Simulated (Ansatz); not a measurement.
**Mg5ZnO6: vibrational free energy, entropy and heat capacity**

All numbers below come from DFT PBE, scalar-relativistic, plane waves, PAW (Ansatz). Plane waves to 420 eV; Γ-centred k mesh 12×12×2; fixed occupations. No spin polarisation. Phonons by linear response, acoustic sum rule imposed.

Equilibrium structure at this level:
```xyz
12
Lattice="3.0186 0.0000 0.0000 -1.5093 2.6142 0.0000 0.0000 0.0000 14.7688" Properties=species:S:1:pos:R:3 pbc="T T T"
Mg    0.0000    1.7428   12.2921
Mg    1.5093    0.8714    2.4767
Mg    0.0000    1.7428    4.9312
Mg    0.0000    0.0000    7.3844
Mg    1.5093    0.8714    9.8376
Zn    0.0000    0.0000    0.0000
O     1.5093    0.8714   13.4898
O     0.0000    1.7428    1.2790
O     0.0000    0.0000    3.7050
O     1.5093    0.8714    6.1579
O     0.0000    1.7428    8.6109
O     0.0000    0.0000   11.0638
```

It was reached by relaxing an invented guess, and it needn't be the stable form of this composition. The q mesh is coarse, so values between its points are rough.

Force constants from linear response on a 3×3×1 q mesh, interpolated to a fine mesh.

Task: How much zero-point energy does an atom carry?

Result: 65.8 meV.

Task: How large are the vibrational entropy and heat capacity at 300 K?

Result: S = 1.99 k_B and C_V = 2.35 k_B per atom, 78 % of the Dulong–Petit value.

Task: Tabulate them against temperature.

Result:
| T (K) | F_vib (meV/atom) | S (k_B/atom) | C_V (k_B/atom) |
| --- | --- | --- | --- |
| 100 | 65.1 | 0.28 | 0.69 |
| 200 | 59.1 | 1.14 | 1.81 |
| 300 | 45.5 | 1.99 | 2.35 |
| 400 | 25.2 | 2.70 | 2.60 |
| 500 | -0.7 | 3.30 | 2.73 |
| 600 | -31.3 | 3.80 | 2.81 |
| 700 | -66.0 | 4.24 | 2.86 |
| 800 | -104.2 | 4.62 | 2.89 |
| 900 | -145.6 | 4.97 | 2.91 |
| 1000 | -189.7 | 5.27 | 2.93 |
